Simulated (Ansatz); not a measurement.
Theory: Ansatz, DFT PBE, scalar-relativistic, plane waves, PAW. All cells share a 420 eV cutoff and Γ-centred k meshes spaced at most about 0.3 Å⁻¹ (about 0.25 or finer for metals, 2π included). No spin polarisation in the final relaxations.

These are static total energies at zero pressure. All come from trial cells, and lower structures may exist.

Question: Which of these relaxed structures of NbC₂ is the lowest in energy?
1.

Space group P-1 (No. 2). a = 3.225 Å, b = 4.122 Å, c = 10.537 Å, α = 79.15°, β = 88.15°, γ = 68.61°
```tsv
atom	site	symmetry	x	y	z
Nb	2i	1	0.7773	0.4183	0.1462
Nb	2i	1	0.5265	0.0873	0.6342
C	2i	1	0.7984	0.3133	0.3655
C	2i	1	0.5276	0.9959	0.8284
C	2i	1	0.4202	0.1415	0.0389
C	2i	1	0.0525	0.6515	0.5120
```

2.

Space group P-6m2 (No. 187). a = 3.463 Å, b = 3.463 Å, c = 5.796 Å, α = 90.00°, β = 90.00°, γ = 120.00°
```csv
atom,site,symmetry,x,y,z
Nb,1a,-6m2,0.0000,0.0000,0.0000
C,2h,3m.,0.3333,0.6667,0.8705
```

3.

Space group P-1 (No. 2). a = 3.579 Å, b = 3.610 Å, c = 6.384 Å, α = 91.22°, β = 90.42°, γ = 119.65°
```csv
atom,site,symmetry,x,y,z
Nb,2i,1,0.8368,0.1676,0.1924
C,2i,1,0.1697,0.8350,0.1403
C,2i,1,0.4221,0.3488,0.5637
```

4.

Space group P6_3/mmc (No. 194). a = 3.827 Å, b = 3.827 Å, c = 5.727 Å, α = 90.00°, β = 90.00°, γ = 120.00°
```json
{"atom": "Nb", "site": "2c", "symmetry": "-6m2", "x": "0.3333", "y": "0.6667", "z": "0.2500"}
{"atom": "C", "site": "4f", "symmetry": "3m.", "x": "0.3333", "y": "0.6667", "z": "0.6330"}
```

Answer: 1. It has space group P-1 (No. 2); the next, 3, with space group P-1 (No. 2), lies 267 meV/atom higher. Counting C atoms around Nb (those within 1.25 times the shortest such distance or 1.15 times the sum of covalent radii; a plus sign parts nearer from farther groups; a slash parts the counts of unlike sites), the lowest has Nb 7/1+7 and the next has Nb 5. The lowest holds C–C units of three or more atoms (shortest 1.40 Å); the next holds C–C pairs (shortest 1.27 Å). Even the lowest lies +0.27 eV/atom against the elements.

No dispersion correction is applied, so the spacing and binding between layers, chains or molecules are poorly described (P-6m2), and this can change margins and order among such cells. Cells relaxed within their symmetry can be saddle points. The P-1 cell of NbC2 came from shaking the P6_3/mmc one. Some structure types and database cells were kept out of the candidates from the start, so a known form may be missing.
